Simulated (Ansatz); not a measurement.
Computed with DFT, m-r2SCAN, plane waves (500 eV) with PAW, scalar-relativistic in Ansatz 0.2.0. The PAW files were generated under PBE, with cores re-solved for the functional.

An element in the dhcp structure gives this curve. The cell is scaled uniformly from the relaxed one, with fractional coordinates and shape fixed. Energies are extrapolated to zero smearing, pressures are those at the given smearing. Magnetic state: non-magnetic.

```csv
V (Å³/atom),E − E₀ (meV/atom),P (GPa)
12.524,308.2,66.01
13.094,124.8,38.51
13.663,28.2,16.89
14.232,-0.1,-0.11
14.802,25.3,-13.44
15.371,92.7,-23.85
15.940,192.7,-31.91
```

Task: Which element is it?
A. iridium
B. platinum
C. niobium
D. chromium

Result: A. Its fit is V₀ = 14.22 Å³/atom, B₀ = 376 GPa, B₀′ = 5.1.

m-r²SCAN is r²SCAN on the gauge-invariant kinetic-energy density; without spin polarisation the two are equal.
